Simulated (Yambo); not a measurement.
Cs2NaScF6 (space group Fm-3m, No. 225), G0W0@LDA in Yambo with this input:

```
rim_cut
gw0
dyson
el_el_corr
HF_and_locXC
ppa
em1d
RandQpts= 1000000
RandGvec= 1 Ry
EXXRLvcs= 88 Ry
VXCRLvcs= 352 Ry
Chimod= "HARTREE"
% BndsRnXp
 3 | 342 |
%
NGsBlkXp= 8 Ry
% LongDrXp
 1.0 | 1.0 | 1.0 |
%
PPAPntXp= 27.2114 eV
% GbndRnge
 1 | 342 |
%
GTermKind= "BG"
DysSolver= "n"
ExtendOut
```

On a 2×2×2 mesh, with wavefunctions cut at 88 Ry, the gap (Γ → Γ) is 11.796 eV and the valence edge shifts by -2.154 eV.

Task: What happens with this change: 1×1×1 mesh?

Result: The gap falls by 0.147 eV, to 11.649 eV; the shift of the valence edge becomes -2.066 eV. Neither run is shown to be the converged limit.

Geometry of the Materials Project entry, not relaxed at this level; primitive cell a = b = c = 6.359 Å, α = β = γ = 60.00°.

The structure is a Materials Project entry; no match was found in the copy of COD used, and its stability was not checked.

A shift is the quasiparticle energy of the state minus its LDA energy.
